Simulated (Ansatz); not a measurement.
SiMo₃, one structure, two calculations

Cell: an entry of the Crystallography Open Database (COD), whose atoms a relaxation with PBE at fixed cell left in place.

```cif
data_SiMo3
_symmetry_space_group_name_H-M 'Pm-3n'
_symmetry_Int_Tables_number 223
_cell_length_a 4.8930
_cell_length_b 4.8930
_cell_length_c 4.8930
_cell_angle_alpha 90.000
_cell_angle_beta 90.000
_cell_angle_gamma 90.000
loop_
_atom_site_label
_atom_site_type_symbol
_atom_site_symmetry_multiplicity
_atom_site_Wyckoff_symbol
_atom_site_fract_x
_atom_site_fract_y
_atom_site_fract_z
Si Si 2 a 0.0000 0.0000 0.0000
Mo Mo 6 c 0.2500 0.0000 0.5000
```

One atom of each set is listed.

First run. Method: Kohn–Sham DFT in Ansatz, PBE, plane waves and PAW, scalar-relativistic, 420 eV cutoff, Γ-centred 10×10×10 k-points, Fermi–Dirac smearing 0.05 eV.

```csv
site,V_zz (10²¹ V/m²),η
Mo,3.91,0.00
```

Second run. The same atoms and settings, except that the functional is LDA.

(1) What does the second run give?

## Answers

(1) 

| site | V_zz | η | change of V_zz |
| --- | --- | --- | --- |
| Mo | 3.40 | 0.00 | -0.51 |

The largest change of V_zz is on Mo, from 3.91 to 3.40. In per cent, |V_zz| changes by -13 on Mo (all sites that start above 2). Sites without a gradient aren't listed.

The run finds no gap above 0.1 eV (a metal, or nearly one), so the gradients can move by 10 % or more with the k-mesh. Without spin–orbit coupling (the program notes it for Mo) the gradients can shift somewhat, as the gap is small.
For the second run: At this cell the LDA pressure is -9 GPa, so with LDA the cell would shrink if it were relaxed.
